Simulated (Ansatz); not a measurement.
TaO2:
```xyz
6
Lattice="4.9599 0.0000 0.0000 0.0000 4.9599 0.0000 0.0000 0.0000 2.8569" Properties=species:S:1:pos:R:3 pbc="T T T"
Ta     0.0000     0.0000     1.4285
Ta     2.4799     2.4799     0.0000
O      3.5448     1.4151     1.4285
O      1.4151     3.5448     1.4285
O      1.0648     1.0648     0.0000
O      3.8951     3.8951     0.0000
```

Relaxed with r²SCAN. Special points in fractions of this cell's reciprocal vectors: Γ (0.000, 0.000, 0.000); X (0.000, 0.500, 0.000); M (0.500, 0.500, 0.000); Z (0.000, 0.000, 0.500); R (0.000, 0.500, 0.500); A (0.500, 0.500, 0.500).

Q: List the band energies nearest the Fermi level at these points for plane-wave PAW r²SCAN with spin–orbit coupling (Ansatz code).

A: In eV from the Fermi level; about four levels below and three above (degenerate sets whole), none deeper than 8.9 eV; points with the same levels are listed once.

| k | below | above |
|---|---|---|
| Γ | -1.96 -1.96 -1.54 -1.54 | 0.52 0.52 1.76 1.76 |
| X | -0.98 -0.98 -0.98 -0.98 | 2.30 2.30 2.30 2.30 |
| M | -1.79 -1.79 -1.79 -1.79 | 1.90 1.90 1.90 1.90 |
| Z | -4.91 -4.91 -4.91 -4.91 | 1.15 1.15 1.15 1.15 |
| R | -0.52 -0.52 -0.39 -0.39 | 2.21 2.21 2.35 2.35 |
| A | -4.34 -4.34 -4.34 -4.34 | 0.68 0.68 0.68 0.68 |

Space group P4_2/mnm (rutile). The first step of the workflow began from a Materials Project structure, measured or hypothetical; the Crystallography Open Database copy checked does not list it. Its standing as an ambient phase is unchecked. The cell was relaxed with r²SCAN under the symmetry of its start; of distortions, only those at the zone centre were tested. No spin polarisation was allowed.

Potentials: the later of the program's two PAW sets.
